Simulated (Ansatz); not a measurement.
BeSe:
```
CELL_PARAMETERS angstrom
      3.42919     0.00000     0.00000
     -1.71460     2.96977     0.00000
      0.00000     0.00000     3.09594
ATOMIC_POSITIONS crystal
  Be 0.00000 0.00000 0.00000
  Se 0.66667 0.33333 0.50000
```

Relaxed with PBE. Special points in fractions of this cell's reciprocal vectors: Γ (0.000, 0.000, 0.000); M (0.500, 0.000, 0.000); K (0.333, 0.333, 0.000); A (0.000, 0.000, 0.500); L (0.500, 0.000, 0.500); H (0.333, 0.333, 0.500).

Question: List the band energies nearest the Fermi level at these points for plane-wave PAW PBE (Ansatz code).

Answer: In eV from the Fermi level; about four levels below and three above (degenerate sets whole), none deeper than 8.9 eV; … stands for higher levels left out; points with the same levels are listed once.

```
k                    below           above
-  -----------------------  --------------
Γ        -1.15 -1.06 -1.06  1.80 4.69 4.69
M              -7.23 -2.89  0.63 1.86 5.61
K              -6.43 -5.72  0.96 5.26 5.38
A                    -7.74  0.56 0.56 4.09
L  -5.99 -5.43 -1.05 -0.76     3.15 4.31 …
H  -4.94 -3.25 -0.10 -0.04          8.22 …
```

Space group P-6m2. A made-up cell: these elements were put on the sites of a structure type; neither database checked (COD, Materials Project) lists it. COD files the formula under space group No. 216, so this cell is another polymorph or a model. Whether it is the stable phase at ambient conditions was not checked. The PBE relaxation kept the symmetry of its start; whether a distortion lowers the energy is not shown. Scalar-relativistic: spin–orbit coupling is off unless named, which matters more the heavier the elements.

Potentials: the later of the program's two PAW sets.
